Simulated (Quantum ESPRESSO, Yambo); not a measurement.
# Levels of theory for the gap of CuI

CuI (wurtzite, space group P6_3mc, No. 186): one geometry, one set of PBEsol (Quantum ESPRESSO, PseudoDojo norm-conserving, 92 Ry, without SOC) orbitals, self-energies from Yambo (3×3×2 Γ-centred k mesh, bands 9 to 206 and a 8 Ry block in the screening, 206 bands in G with the Bruneval-Gonze terminator, plasmon pole fitted at 27.2 eV).

Cell and atoms were relaxed with PBEsol from Materials Project entry mp-569346, within its symmetry.

```json
[
 {"level": "PBEsol (Quantum ESPRESSO)", "gap Γ → Γ (eV)": "1.20", "rough Yambo cost": "–"},
 {"level": "exchange only (Hartree-Fock self-energy on PBEsol orbitals)", "gap Γ → Γ (eV)": "10.94", "rough Yambo cost": "about 1/9 (8 states)"},
 {"level": "static COHSEX@PBEsol", "gap Γ → Γ (eV)": "2.18", "rough Yambo cost": "about 1/3 (2 states)"},
 {"level": "G0W0@PBEsol, plasmon pole", "gap Γ → Γ (eV)": "2.15", "rough Yambo cost": "1 (8 states)"}
]
```

Bare exchange has no screening and gives the widest gap. COHSEX doesn't lie clearly above G0W0 here; the order may hang on the settings.

Costs are rough ratios of core time on shared machines.

Nearest settings tried, and what they do to the gap: 134 bands in W, 134 bands in G: +48 meV; 7 Ry block (245 vectors against 299): +10 meV; 3×3×1 mesh: -80 meV. So the settings aren't converged at that level. The k mesh is coarse.

Without spin-orbit coupling, band edges of such heavy elements can be off by tenths of an eV. The filled Cu 3d shell has no Hubbard U; semilocal functionals place it too high.

This is not the ordinary phase of the substance.
